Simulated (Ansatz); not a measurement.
HfO2 (tetragonal-ZrO2 type, space group P4_2/nmc)

```
HfO2
1.0
    7.20885     0.00000     0.00000
    0.00000     3.60443     0.00000
    0.00000     0.00000     5.26427
Hf O
4 8
Direct
  0.00000   0.00000   0.00000
  0.50000   0.00000   0.00000
  0.25000   0.50000   0.50000
  0.75000   0.50000   0.50000
  0.00000   0.50000   0.19324
  0.50000   0.50000   0.19324
  0.00000   0.50000   0.69324
  0.50000   0.50000   0.69324
  0.25000   0.00000   0.30676
  0.75000   0.00000   0.30676
  0.25000   0.00000   0.80676
  0.75000   0.00000   0.80676
```

A phonon eigenvector at X = (0.5, 0.0, 0.0) is frozen into this cell: atom i moves by Q times the vector below, so Q is the largest atomic displacement, in Å. The cell is held. It is one choice among 2 degenerate patterns. (q is in reciprocal vectors of the primitive cell; the cell shown is doubled to hold the pattern.)

```tsv
atom	x	y	z
Hf1	0.000	0.046	0.000
Hf2	0.000	-0.046	0.000
Hf3	0.000	-0.010	0.000
Hf4	0.000	0.010	0.000
O5	0.000	-1.000	0.000
O6	0.000	1.000	0.000
O7	0.000	0.055	0.000
O8	0.000	-0.055	0.000
O9	0.000	0.228	0.000
O10	0.000	-0.228	0.000
O11	0.000	-0.013	0.000
O12	0.000	0.013	0.000
```

Calculation: PBE (plane waves to 420 eV, PAW, scalar-relativistic; Ansatz, an electronic-structure program). k mesh 5×9×6 (Γ-centred), Fermi-Dirac smearing 0.05 eV. Energies are smeared free energies. HfO2 is run without spin polarisation. HfO2 was relaxed with its symmetry unable to fall. Spin-orbit coupling is left out, though Hf is heavy. This is a high-temperature form of HfO2. The zero of ΔE is the undisplaced structure.

```tsv
Q (Å)	ΔE (meV/cell)
-0.100	205.1
-0.067	90.7
-0.033	22.6
0.000	0.0
0.033	22.6
0.067	90.7
0.100	205.1
```

Problem. Which DFPT wavenumber at X = (0.5, 0.0, 0.0) belongs to this mode?
(A) 566 cm⁻¹
(B) 184 cm⁻¹
(C) 71 cm⁻¹
(D) 359 cm⁻¹

Solution. A, 566 cm⁻¹. The curvature of the scan gives 566 cm⁻¹

(A displaced cell: forces are minus the slopes of the energy, force constants its curvatures, and phonons follow from these.)
